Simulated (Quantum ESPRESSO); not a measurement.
## Zr (P6₃/mmc) under strain

```yaml
crystal:
  lattice:
    - [3.23923, 0.00000, 0.00000]
    - [-1.61961, 2.80526, 0.00000]
    - [0.00000, 0.00000, 5.17222]
  atoms:
    - { symbol: Zr, position: [0.33333, 0.66667, 0.25000] }
    - { symbol: Zr, position: [0.66667, 0.33333, 0.75000] }
```
Geometry: a computed entry of the Materials Project; it was not checked against measured cells. It is Zr in P6₃/mmc. Stability against distortions was not tested. The run has no spin polarisation.

The last row's change in full: strained by +2 % along the unique axis and by -1 % across it, fractional positions kept; the other rows go along the same path.

Method: field gradients by a PBE PAW density (pw.x of a modified build of Quantum ESPRESSO, JTH datasets) with the all-electron reconstruction of Petrilli and co-workers, 20 Ha, k-mesh 14×14×8 through Γ. Values are those of the named site's first atom. Cores are frozen. Zr had no test against all-electron runs. This crystal comes out metallic or nearly gapless here; its field gradients are sensitive to mesh and smearing.

| axial strain (%) | Vzz Zr (a.u.) |
|---|---|
| -2 | 0.539 |
| -1 | 0.475 |
| 0 | 0.405 |
| +1 | 0.328 |
| +2 | 0.243 |
